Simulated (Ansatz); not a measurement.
Cu (fcc, Cu type)

```
Cu
1.0
    3.62881     0.00000     0.00000
    0.00000     3.62881     0.00000
    0.00000     0.00000     3.62881
Cu
4
Direct
  0.00000   0.00000   0.00000
  0.50000   0.50000   0.00000
  0.50000   0.00000   0.50000
  0.00000   0.50000   0.50000
```

In this cell atom 4 (Cu, nearest neighbour Cu at 2.566 Å; its periodic images, 3.6 Å or more away, move with it) is moved by s along Cartesian x, unit vector (1.000, 0.000, 0.000); all other atoms and the cell stay fixed.

The numbers are results of PBE (plane waves to 420 eV, PAW, scalar-relativistic; Ansatz, a first-principles code), not measurements. k mesh 10×10×10 (Γ-centred), Fermi-Dirac smearing 0.05 eV. Energies are smeared free energies. With partly filled bands, energies and forces of such displacements shift with the k mesh and the smearing. F∥ is the force on the atom along that direction. Cu is run without spin polarisation. Cu was relaxed with its symmetry unable to fall. The PAW data are Ansatz's earlier set. The zero of ΔE is the undisplaced structure.

```json
[
 {"s (Å)": "-0.260", "F∥ (eV/Å)": "1.816", "ΔE (meV/cell)": "___"},
 {"s (Å)": "-0.208", "F∥ (eV/Å)": "1.428", "ΔE (meV/cell)": "___"},
 {"s (Å)": "-0.156", "F∥ (eV/Å)": "1.057", "ΔE (meV/cell)": "82"},
 {"s (Å)": "-0.104", "F∥ (eV/Å)": "0.697", "ΔE (meV/cell)": "___"},
 {"s (Å)": "-0.052", "F∥ (eV/Å)": "0.347", "ΔE (meV/cell)": "9"},
 {"s (Å)": "0.000", "F∥ (eV/Å)": "0.000", "ΔE (meV/cell)": "0"},
 {"s (Å)": "0.052", "F∥ (eV/Å)": "-0.347", "ΔE (meV/cell)": "9"},
 {"s (Å)": "0.104", "F∥ (eV/Å)": "-0.697", "ΔE (meV/cell)": "___"},
 {"s (Å)": "0.156", "F∥ (eV/Å)": "-1.057", "ΔE (meV/cell)": "82"},
 {"s (Å)": "0.208", "F∥ (eV/Å)": "-1.428", "ΔE (meV/cell)": "___"},
 {"s (Å)": "0.260", "F∥ (eV/Å)": "-1.816", "ΔE (meV/cell)": "___"}
]
```

Problem. What belongs in the gaps?

Solution. 
- -0.260, ΔE (meV/cell): 231
- -0.208, ΔE (meV/cell): 146
- -0.104, ΔE (meV/cell): 36
- 0.104, ΔE (meV/cell): 36
- 0.208, ΔE (meV/cell): 146
- 0.260, ΔE (meV/cell): 231

(A displaced cell: forces are minus the slopes of the energy, force constants its curvatures, and phonons follow from these.)
